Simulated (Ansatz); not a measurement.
**Rh: vibrational free energy, entropy and heat capacity at 0.98 times its equilibrium volume**

Method: Ansatz 0.2.0, DFT LDA, scalar-relativistic, plane waves, PAW. Settings: 420 eV plane-wave cutoff, Γ-centred 20×20×20 mesh, Fermi-Dirac smearing of 0.15 eV. No spin polarisation. Phonons by linear response, acoustic sum rule imposed.

The cell, relaxed in shape and atoms at 0.98 times its equilibrium volume:
```cif
data_structure
_symmetry_space_group_name_H-M 'P 1'
_symmetry_Int_Tables_number 1
_cell_length_a 2.6391
_cell_length_b 2.6391
_cell_length_c 2.6391
_cell_angle_alpha 60.000
_cell_angle_beta 60.000
_cell_angle_gamma 60.000
_cell_volume 13.00
loop_
_atom_site_label
_atom_site_type_symbol
_atom_site_fract_x
_atom_site_fract_y
_atom_site_fract_z
_atom_site_occupancy
Rh1 Rh 0.00000 0.00000 0.00000 1
```

In a metal, frequencies and elastic constants depend on the k mesh and the smearing, soft modes and shear constants most. The q mesh is coarse, so values between its points are rough.

Force constants from linear response on a 2×2×2 q mesh, interpolated to a fine mesh.

Problem. What is the zero-point energy per atom?

Solution. 34.8 meV.

Problem. How large are the vibrational entropy and heat capacity at 300 K?

Solution. S = 3.54 k_B and C_V = 2.80 k_B per atom, 93 % of the Dulong–Petit value.

Problem. Tabulate them against temperature.

Solution.
```tsv
T (K)	F_vib (meV/atom)	S (k_B/atom)	C_V (k_B/atom)
100	32.4	0.92	1.70
200	17.6	2.44	2.57
300	-8.4	3.54	2.80
400	-42.6	4.35	2.88
500	-83.0	5.00	2.92
600	-128.5	5.54	2.95
700	-178.2	5.99	2.96
800	-231.6	6.39	2.97
900	-288.2	6.74	2.98
1000	-347.7	7.05	2.98
```

Cost: 1 run of about 1.4 core-minutes, on Intel Xeon Platinum 8259CL (Skylake/Cascade Lake) (shared hosts).